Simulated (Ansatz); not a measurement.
AgW (rock salt, Fm-3m) at seven volumes, plane-wave PAW PBEsol (Ansatz code), scaled uniformly. One row is withheld.

| V (Å³/atom) | P (GPa) |
|---|---|
| 16.615 | 20.55 |
| 17.163 | ? |
| 17.711 | 5.69 |
| 18.258 | 0.00 |
| 18.806 | -4.77 |
| 19.354 | -8.77 |
| 19.902 | -12.11 |

Question: Fit the shown pressures and predict the withheld one.

Answer: Third-order Birch–Murnaghan: P = (3/2)B₀(x^(7/2) − x^(5/2))[1 + (3/4)(B′ − 4)(x − 1)] with x = (V₀/V)^(2/3). Least squares on the six rows gives V₀ = 18.258 Å³/atom, B₀ = 173.2 GPa, B′ = 4.85. At V = 17.163, x = 1.0421 and P = 12.45 GPa. The run itself gave 12.47 GPa.

The start of the workflow was typed in or built on a structure type; neither database checked (COD, Materials Project) lists it. Its standing as an ambient phase is unchecked. Symmetry was held in the PBEsol relaxation. At this level the phase is mechanically unstable. The run is not spin-polarised. Its formation energy is positive at this level, so the cell may be metastable or incomplete. Spin–orbit coupling is left out wherever it is not named.

Potentials: the later of the program's two PAW sets.
